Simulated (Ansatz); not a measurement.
## Formation energy of Sc₃In (L12 type)

```
In Sc
1.0
     4.46222    0.00000    0.00000
     0.00000    4.46222    0.00000
     0.00000    0.00000    4.46222
In Sc
1 3
Direct
  0.00000 0.00000 0.00000
  0.00000 0.50000 0.50000
  0.50000 0.00000 0.50000
  0.50000 0.50000 0.00000
```

The cell comes from a relaxation on PAW files under the same functional, begun from a prototype that needn't be the stable phase.

All numbers are PBEsol results (scalar-relativistic) from Ansatz 0.2.0, with a Γ-centred 8×8×8 k mesh, Fermi–Dirac smearing of 0.05 eV, no spin polarisation. Methods: LAPW: all electrons, basis error target 0.5 meV/atom; PAW: frozen-core files, cutoff 420 eV.

The elements are taken as In bct, Sc hcp, each relaxed on PAW files under the same functional and computed by the same method as the compound; zero-point and thermal terms are left out.

The PAW files were made under PBE.

(1) What is the formation energy by LAPW, and how far do the other methods lie from it?

(2) Give the LAPW value for one formula unit in kJ/mol.

(3) What Bader charges does the PAW density give?

Results:

(1) -0.317 eV/atom; PAW 0.0 meV/atom. The compound is bound against these elements; other compounds of the system weren't compared.

(2) -0.317 eV/atom × 4 atoms × 96.485 kJ/(mol·eV) = -122.3 kJ/mol, at zero temperature and without zero-point motion.

(3) In1 -2.13 e, Sc2 +0.71 e.
